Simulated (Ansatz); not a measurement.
An element in the bcc structure gives these cold pressures by all-electron LAPW under PBEsol (Ansatz 0.2.0, scalar-relativistic, no spin polarisation).

| V (Å³/atom) | P (GPa) |
| --- | --- |
| 15.68 | 0.04 |
| 14.74 | 22.7 |
| 13.80 | 53.5 |
| 12.54 | 113.2 |
| 11.29 | 204.8 |
| 10.04 | 349.9 |
| 8.62 | 626.1 |
| 7.06 | 1238 |

Which element is it?

W. Its zero-pressure volume in this structure is near 15.7 Å³/atom; the volume and the steepness of P(V) together point to it, though neighbours can come close. This is the case that was computed; others weren't tested.
